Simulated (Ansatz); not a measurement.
W (Im-3m), an elastic constant from a strain scan

Method: Ansatz, DFT PBEsol, scalar-relativistic, plane waves, PAW. Cutoff 420 eV, Γ-centred 26×26×26 k-points, Gaussian smearing of 0.15 eV. Spin–orbit coupling is left out, which can shift energies with elements as heavy as these. No spin polarisation. Energies are free energies at this smearing, counted from the undisturbed cell; pressure is positive in compression.

The undisturbed cell (relaxed at this level; with this scan's settings it stands at -0.1 GPa):

```yaml
crystal:
  lattice:
    - [-1.57718, 1.57718, 1.57718]
    - [1.57718, -1.57718, 1.57718]
    - [1.57718, 1.57718, -1.57718]
  atoms:
    - { symbol: W, position: [0.00000, 0.00000, 0.00000] }
```

The cell is strained by ε times the Voigt pattern (0, 1, 0, 0, 0, 0) (xx, yy, zz, yz, xz, xy; engineering shear) with fractional coordinates fixed. The cell holds 1 atom in V0 = 15.69 Å³. The stress column is τ = (1/V0) dE/dε, got from the stress tensor σ (compression positive) at each point as −det(1 + εP) σ : P(1 + εP)⁻¹, with P the pattern as a tensor.

| ε | ΔE (meV/atom) | τ (GPa) |
| --- | --- | --- |
| -0.1000 | 331.812 | -74.447 |
| -0.0750 | 177.005 | -52.230 |
| -0.0500 | 74.209 | -32.170 |
| -0.0250 | 17.353 | -14.708 |
| 0.0000 | 0.000 | 0.115 |
| 0.0250 | 16.017 | 12.602 |
| 0.0500 | 59.993 | 22.987 |
| 0.0750 | 127.085 | 31.515 |
| 0.0875 | 167.913 | 35.103 |
| 0.1000 | ? | ? |

Question: Which combination of elastic constants does this scan measure, and how large is it?

Answer: For small ε, τ = τ0 + Kε with K = pᵀCp, which for this pattern is C11 in the cubic axes. The parabola through τ at ε = -0.0250, 0 and 0.0250 has slope K = 546 GPa at zero. The energies per cell, E = NΔE, of the same two points give K = 2[E(ε₊)/ε₊ − E(ε₋)/ε₋]/[(ε₊ − ε₋)V0] = 545 GPa, in agreement.

Question: Predict the withheld row at ε = 0.1000 from the harmonic law, and compare.

Answer: ΔE = V0(τ0 ε + Kε²/2)/N = 268.613 meV/atom and τ = 54.73 GPa. The calculation gives 212.851 meV/atom and 38.23 GPa: the energy lies 21 % below the harmonic value, as bonds soften when stretched.

In a metal these slopes depend on the k mesh and the smearing.

Cost: 10 runs of about 0.96 core-minutes in all, on Intel Xeon 6975P-C (Granite Rapids) (shared hosts).